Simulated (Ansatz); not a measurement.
CoPtO$_{2}$:
```cif
data_Co3O6Pt3
_chemical_formula_sum 'Pt3 Co3 O6'
_space_group_name_H-M_alt 'R-3m :H'
_space_group_IT_number 166
_space_group_name_Hall '-R 3 2"'
_cell_length_a 2.82128
_cell_length_b 2.82128
_cell_length_c 17.80273
_cell_angle_alpha 90.000
_cell_angle_beta 90.000
_cell_angle_gamma 120.000
loop_
_atom_site_label
_atom_site_type_symbol
_atom_site_symmetry_multiplicity
_atom_site_Wyckoff_symbol
_atom_site_fract_x
_atom_site_fract_y
_atom_site_fract_z
_atom_site_occupancy
Pt1 Pt 3 a 0.00000 0.00000 0.00000 1
Co1 Co 3 b 0.00000 0.00000 0.50000 1
O1 O 6 c 0.00000 0.00000 0.11233 1
```
(The calculation used a cell of 4 atoms; values per cell refer to that cell.)

Relaxed with r²SCAN.

Q: Which orbitals make up the states near the Fermi level in DFT-r²SCAN in the program Ansatz with PAW potentials?

A: Within 0.5 eV of the Fermi level: Pt 5d 66 %, Co 3d 16 %, Pt 6s 8 %. Projections are on Löwdin-orthogonalised atomic valence shells; empty p or d shells of many metals are not among them.

Q: Tabulate the density of states.

A: States/eV per cell of 4 atoms, in 0.25 eV bins, energy from the Fermi level.

| E (eV) | total | Co 3d | Pt 5d | O 2p |
|---|---|---|---|---|
| -7.85 | 2.54 | 0.41 | 0.23 | 1.75 |
| -7.60 | 1.59 | 0.24 | 0.12 | 1.10 |
| -7.35 | 2.72 | 0.39 | 0.36 | 1.76 |
| -7.10 | 2.65 | 0.39 | 0.38 | 1.72 |
| -6.85 | 2.75 | 0.54 | 0.40 | 1.59 |
| -6.60 | 4.45 | 1.01 | 0.51 | 2.66 |
| -6.35 | 3.85 | 0.81 | 0.46 | 2.33 |
| -6.10 | 2.85 | 0.35 | 0.60 | 1.80 |
| -5.85 | 4.10 | 0.38 | 1.39 | 2.13 |
| -5.60 | 3.39 | 0.27 | 1.08 | 1.82 |
| -5.35 | 3.40 | 0.28 | 0.89 | 2.01 |
| -5.10 | 3.03 | 0.26 | 0.85 | 1.74 |
| -4.85 | 2.17 | 0.19 | 0.72 | 1.13 |
| -4.60 | 1.88 | 0.13 | 0.70 | 0.95 |
| -4.35 | 1.43 | 0.07 | 0.68 | 0.63 |
| -4.10 | 0.83 | 0.04 | 0.55 | 0.21 |
| -3.85 | 1.37 | 0.07 | 1.06 | 0.16 |
| -3.60 | 2.03 | 0.17 | 1.60 | 0.14 |
| -3.35 | 2.18 | 0.30 | 1.52 | 0.22 |
| -3.10 | 2.82 | 0.40 | 1.91 | 0.38 |
| -2.85 | 3.82 | 0.59 | 2.50 | 0.57 |
| -2.60 | 2.91 | 0.93 | 1.66 | 0.21 |
| -2.35 | 7.35 | 3.93 | 2.85 | 0.44 |
| -2.10 | 7.65 | 4.51 | 2.57 | 0.39 |
| -1.85 | 6.54 | 4.66 | 1.24 | 0.48 |
| -1.60 | 6.43 | 3.95 | 1.44 | 0.89 |
| -1.35 | 4.40 | 1.99 | 1.38 | 0.91 |
| -1.10 | 2.19 | 0.43 | 1.23 | 0.44 |
| -0.85 | 0.79 | 0.04 | 0.61 | 0.08 |
| -0.60 | 0.57 | 0.01 | 0.49 | 0.01 |
| -0.35 | 0.58 | 0.01 | 0.50 | 0.01 |
| -0.10 | 0.50 | 0.01 | 0.41 | 0.02 |
| 0.15 | 0.38 | 0.03 | 0.26 | 0.02 |
| 0.40 | 1.00 | 0.36 | 0.43 | 0.07 |
| 0.65 | 2.83 | 1.25 | 0.89 | 0.36 |
| 0.90 | 1.89 | 0.99 | 0.32 | 0.35 |
| 1.15 | 2.16 | 1.22 | 0.19 | 0.52 |
| 1.40 | 4.72 | 2.74 | 0.28 | 1.42 |
| 1.65 | 4.31 | 2.14 | 0.49 | 1.48 |
| 1.90 | 2.44 | 1.04 | 0.42 | 0.85 |
| 2.15 | 0.25 | 0.06 | 0.09 | 0.07 |
| 2.40 | 0.00 | 0.00 | 0.00 | 0.00 |
| 2.65 | 0.02 | 0.00 | 0.00 | 0.00 |
| 2.90 | 0.12 | 0.00 | 0.01 | 0.01 |
| 3.15 | 0.28 | 0.01 | 0.05 | 0.04 |
| 3.40 | 0.55 | 0.02 | 0.13 | 0.10 |
| 3.65 | 1.10 | 0.03 | 0.27 | 0.25 |
| 3.90 | 1.30 | 0.05 | 0.31 | 0.32 |
| 4.15 | 1.45 | 0.07 | 0.33 | 0.38 |
| 4.40 | 1.64 | 0.08 | 0.36 | 0.46 |
| 4.65 | 0.32 | 0.01 | 0.04 | 0.04 |

The r²SCAN relaxation kept the symmetry of its start. The workflow began spin-polarised and lost its moments. No Hubbard U is applied. The compound may be a true metal, but semilocal functionals without U, or a wrong spin order, can also close a gap. Spin–orbit coupling is left out wherever it is not named.

Potentials: the later of the program's two PAW sets.
